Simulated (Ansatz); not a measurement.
Mg3Cd2O5: computed properties

All numbers below come from DFT PBE, scalar-relativistic, plane waves, PAW (Ansatz).

Cutoff 420 eV; k points 12×12×12 on the computed 10-atom cell (Γ-centred); Gaussian smearing, width 0.02 eV; no spin polarisation.

The structure is relaxed at this level of theory with its symmetry kept, and needn't be the ground state of this composition.

Space group I4/mmm (No. 139). a = 3.189 Å, b = 3.189 Å, c = 22.535 Å, α = 90.00°, β = 90.00°, γ = 90.00°
```json
{"atom": "Mg", "site": "4e", "symmetry": "4mm", "x": "0.5000", "y": "0.5000", "z": "0.4079"}
{"atom": "Mg", "site": "2b", "symmetry": "4/mmm", "x": "0.5000", "y": "0.5000", "z": "0.0000"}
{"atom": "Cd", "site": "4e", "symmetry": "4mm", "x": "0.5000", "y": "0.5000", "z": "0.1951"}
{"atom": "O", "site": "2a", "symmetry": "4/mmm", "x": "0.0000", "y": "0.0000", "z": "0.0000"}
{"atom": "O", "site": "4e", "symmetry": "4mm", "x": "0.5000", "y": "0.5000", "z": "0.0907"}
{"atom": "O", "site": "4e", "symmetry": "4mm", "x": "0.0000", "y": "0.0000", "z": "0.1896"}
```

Q: Formation energy from the elements' standard states (uncorrected)?

A: -1.933 eV/atom.

Q: Kohn–Sham band gap?

A: 0.81 eV, indirect from (-0.062, 0.430, 0.062) to Γ.

Q: Orbital (Löwdin) character of the top 1 eV of the valence band?

A: O 2p 90 %, Cd 4d 8 %.

Q: Orbital (Löwdin) character of the lowest 1 eV of the conduction band?

A: Cd 5s 41 %, O 2p 35 %, O 2s 17 %.

Q: Electron masses at the edge by direction of the standard setting (m_e; one valley, along these axes only; no spin-orbit coupling)?

A: x: 0.25; y: 0.25; z: 0.28.

Q: Hole masses at the edge by direction of the standard setting (m_e; one valley, along these axes only; no spin-orbit coupling)?

A: x: 1.1, 0.56; y: 0.35, 0.37; z: 28, over 30.

Q: Bader charge by site (e)?

A: Mg (2 in the cell) 1.72, Mg (1 in the cell) 1.72, Cd (2 in the cell) 1.17, O (1 in the cell) -1.71, O (2 in the cell) -1.63, O (2 in the cell) -1.26.

The cell was found from a structure generator's guess, not taken from experiment. Kohn–Sham gaps at this level usually fall short of measured ones. Löwdin shares on free-atom orbitals overweight diffuse shells in the empty bands.
